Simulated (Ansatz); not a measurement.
**Checking a converged run of Ni**

We look at Ni: a measured crystal structure (space group Fm-3m, primitive cell doubled), with 2 atoms per cell. Source: COD entry 9012986; the sample's temperature and pressure aren't taken into account, and it need not be the stable phase.

The calculation used DFT, PBE, PAW, plane waves, scalar-relativistic in Ansatz development build ahead of 0.2.0.

```yaml
crystal:
  lattice:
    - [0.0, -1.76775, -1.76775]
    - [-3.5355, -1.76775, -1.76775]
    - [0.0, 1.76775, -1.76775]
  atoms:
    - { symbol: Ni, position: [0.0, 0.0, 0.0], spin: 2.0 }
    - { symbol: Ni, position: [0.0, 0.5, 0.5], spin: 2.0 }
magnetization:
  spin_polarized: true
hamiltonian:
  xc: pbe
  pseudopotentials: { kind: paw }
basis:
  ecutwfc: 420
kpoints:
  mp_grid: { grid: [13, 8, 11] }
scf:
  occupations: { method: gaussian, width: 0.1 }
  lower_state_search: "off"
  algorithm: density_mixing
  mixing: { algorithm: broyden, beta: 0.3 }
output:
  forces: true
  stress: true
```

Time: 29 s on 2 threads of Arm Neoverse N1 (shared host), peak memory 0.54 GiB.

The end of the output:

```
SCF converged after 13 iterations
Magnetization: 1.2610 μB (18.6305 up, 17.3695 down)
Absolute magnetization: 1.4507 μB (∫|ρ↑−ρ↓|, with the PAW one-centre terms)
Spin contamination: 0.0143 ħ² per cell (⟨S²⟩ above its minimum at these occupations)
Per-site moments (μB) at R_I (Å): [(0.6703, 1.0312), (0.6703, 1.0312)]
Free energy (F): -11679.448365 eV
Harris-Foulkes:  -11679.448365 eV  (|F-HF|=3.24e-8)
Internal energy: -11679.431446 eV  (E = F + TS)
E sigma→0 (E₀):  -11679.439906 eV
Entropy (-TS):   -0.016919 eV (-8.459 meV/atom)
Fermi energy:    17.841012 eV
--- Forces (eV/Å), atoms counted from 1 ---
  atom   1  Ni     0.00000000    -0.00000000     0.00000000
  atom   2  Ni    -0.00000000    -0.00000000     0.00000000
--- Stress (GPa, compression-positive) ---
       -2.709875      -0.014380      -0.014380
       -0.014385      -2.954914      -0.002990
       -0.014385      -0.002990      -2.954914
  P = ⅓ Tr σ = -2.8732 GPa (-28.732 kbar)
```

The mesh has less symmetry than the lattice, which lowers the symmetry of the run.

A small moment in a metal is sensitive to the mesh and the smearing.

Site moments are taken inside atomic spheres and don't add up to the total.

Question: Would you trust this as the ground state? If a lower solution is known, describe it.

Answer: As far as the runs go, yes: it is the lowest of 3 states reached by 14 converged runs, and the next lies 57.8 meV/atom higher (antiferromagnetic, site moments Ni1 0.16, Ni2 -0.16 μB, total 0.00 μB per cell, no gap on the k-mesh). That doesn't prove a ground state. States within about 5 meV/atom are too close for this mesh, smearing and search to settle their order. This multiple of the primitive cell fits some opposed orders; other multiples fit others. Only collinear orders within this cell were tried; the true ground state may need a larger cell.
